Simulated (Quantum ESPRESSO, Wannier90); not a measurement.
# Wannier functions of SnS$_{2}$ (CdI2 type)

```
CELL_PARAMETERS angstrom
      3.67431     0.00000     0.00000
     -1.83716     3.18205     0.00000
      0.00000     0.00000     6.22883
ATOMIC_POSITIONS crystal
  Sn 0.00000 0.00000 0.00000
  S  0.33333 0.66667 0.23465
  S  0.66667 0.33333 0.76535
```

Cell from Materials Project (mp-1170), symmetrised, no further relaxation. COD (Crystallography Open Database) has an entry of this formula and space group (matched by these alone). Level: LDA, no spin polarisation, no spin-orbit coupling; pw.x of Quantum ESPRESSO at 58 Ry with PseudoDojo potentials, 12×12×6 k-points, Wannier90. Density: 12×12×6 mesh, cold smearing 0.01 Ry. The cell is built of weakly bound layers, chains or molecules, whose nearest atoms lie 3.93 Å apart. Database cells relaxed without dispersion often hold them too far apart, which can enlarge gaps and weakens couplings between them; spacing and stacking were not compared with the measured crystal. Spin-orbit coupling is left out although heavy elements are present.

Base run: 12 functions from bands 6-26 of the 26 computed, start hydrogen-like Sn: s;p; S: s;p, centres 0.05 Å off the atoms, frozen window up to 2.88 eV relative to the valence-band maximum, outer window open. One thing is changed at a time; window edges are relative to the valence-band maximum. The misfit compares interpolated bands with pw.x on a high-symmetry path, for states up to 2.4 eV relative to the valence-band maximum. Converged means that the tolerances were met: symmetric starts can stop on a saddle, which shows as a larger Ω_OD at equal Ω_I and can move the misfit too.

```csv
setting,functions,frozen to (eV),Ω_I (Å²),Ω_D (Å²),Ω_OD (Å²),rms misfit (meV),worst (meV),ended
base,12,2.88,14.65,0.02,2.89,0.2,1.6,converged
frozen window to -0.12 eV,12,-0.12,13.88,0.01,2.95,81,495,converged
frozen window to 1.88 eV,12,1.88,14.25,0.01,2.91,30,294,converged
frozen window to 4.88 eV,12,4.88,16.38,0.02,3.04,0.6,3.2,converged
frozen window to 7.30 eV,12,7.30,–,–,–,–,–,stops: too many frozen states
outer window to 12.56 eV,12,2.88,16.25,0.02,2.98,0.2,1.0,converged
outer window to 7.86 eV,12,2.88,20.72,0.04,3.40,0.3,1.6,converged
```

Runs of this sweep that didn't settle are not listed.
